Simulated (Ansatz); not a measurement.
Problem. Re (dhcp (α-La type), P6_3/mmc) is relaxed with DFT-r²SCAN in the program Ansatz with PAW potentials. What lattice parameters of the conventional cell result?

Solution. a = 2.759 Å, c = 8.909 Å.

The workflow started from a Materials Project entry (that database holds measured and hypothetical structures alike). Its sites differ from those of the usual phase in this space group: another stacking or structure type. The r²SCAN relaxation kept the symmetry of its start; whether a distortion lowers the energy is not shown. No spin polarisation was allowed. Axis ratios of metals converge slowly with the k-mesh, so a and c are less sure than the volume. Spin–orbit coupling is left out wherever it is not named.

Potentials: the earlier of the program's two PAW sets.
